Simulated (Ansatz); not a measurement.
# Structure search: one YF5 candidate

Level of theory: Ansatz, DFT PBE, scalar-relativistic, plane waves, PAW. Cutoff 420 eV, Gaussian smearing, Γ-centred meshes. Cell and atoms relax first on a coarse mesh and then on a finer one. In between, the cell is made exact in the group found at 0.06 Å. In metals the finer mesh still leaves noise of several meV/atom or more. The steps can't lower the symmetry of their start. Collinear spin is switched on along the way, since trial moments persisted in a coarse test.

The guess for YF5 was made by a generator: random cell by space group and Wyckoff sites (P6/mmm, No. 191). Lengths were set from tabulated atomic sizes, so they are only a guess.

```
Y F
1.0
     4.72682    0.00000    0.00000
    -2.36341    4.09355    0.00000
     0.00000    0.00000    4.39570
Y F
1 5
Direct
  0.00000 0.00000 0.50000
  0.33333 0.66667 0.50000
  0.66667 0.33333 0.50000
  0.33333 0.66667 0.00000
  0.66667 0.33333 0.00000
  0.00000 0.00000 0.00000
```

Formation energies are uncorrected and refer to the elements' standard structures at the same level (F₂ as a molecule).

Question: Where does the relaxation end?

Answer: The symmetry stays P6/mmm (No. 191). The volume per atom shrinks by 17.2 %, from 14.2 to 11.7 Å³. The shortest distance goes from 2.20 Å (Y–F and F–F) to 2.24 Å (Y–F and F–F). The ratio c/a of the conventional cell changes by a factor of 1.13. Conventional cell: a = 4.262 Å, c = 4.479 Å. Around Y lie 2 F at 2.24 Å and 6 F at 2.46 Å; F on a site of symmetry -6m2 is surrounded by 2 F at 2.24 Å, 3 F at 2.46 Å and 3 Y at 2.46 Å; F on a second site of symmetry -6m2 is surrounded by 2 F at 2.24 Å and 6 F at 2.46 Å (long against covalent radii, as for large ions); F on a site of symmetry 6/mmm has 2 Y at 2.24 Å and 6 F at 2.46 Å.

```cif
data_structure
_symmetry_space_group_name_H-M 'P6/mmm'
_symmetry_Int_Tables_number 191
_cell_length_a 4.2617
_cell_length_b 4.2617
_cell_length_c 4.4792
_cell_angle_alpha 90.000
_cell_angle_beta 90.000
_cell_angle_gamma 120.000
_cell_volume 70.45
loop_
_atom_site_label
_atom_site_type_symbol
_atom_site_symmetry_multiplicity
_atom_site_Wyckoff_symbol
_atom_site_fract_x
_atom_site_fract_y
_atom_site_fract_z
_atom_site_occupancy
Y1 Y 1 b 0.00000 0.00000 0.50000 1
F1 F 2 d 0.33333 0.66667 0.50000 1
F2 F 2 c 0.33333 0.66667 0.00000 1
F3 F 1 a 0.00000 0.00000 0.00000 1
```

Question: Give its energy and gap.

Answer:

- Energy over the elements: −2.31 eV/atom
- Gap on the 12×12×10 mesh of the 6-atom cell: 0 eV (a metal)
- Net moment per atom: 0.33 μB
- Moment by site: F 0.2 (×2), 0.7 (×2), 0.1 μB

The last run used collinear spin and Gaussian smearing of 0.10 eV. Another magnetic order may lie lower. Symmetry constrained the relaxation, so the result can be a saddle point. In all, the 3 runs took 13 min on 1 thread of Intel(R) Xeon(R) Processor @ 2.50GHz (Skylake/Cascade Lake), on a shared host. Another cell of YF5 relaxed alike, in P6/mmm, lies 73 meV/atom lower, so this cell isn't the stable form at this level. Site moments count only spheres around the atoms; the net moment includes the space between them.
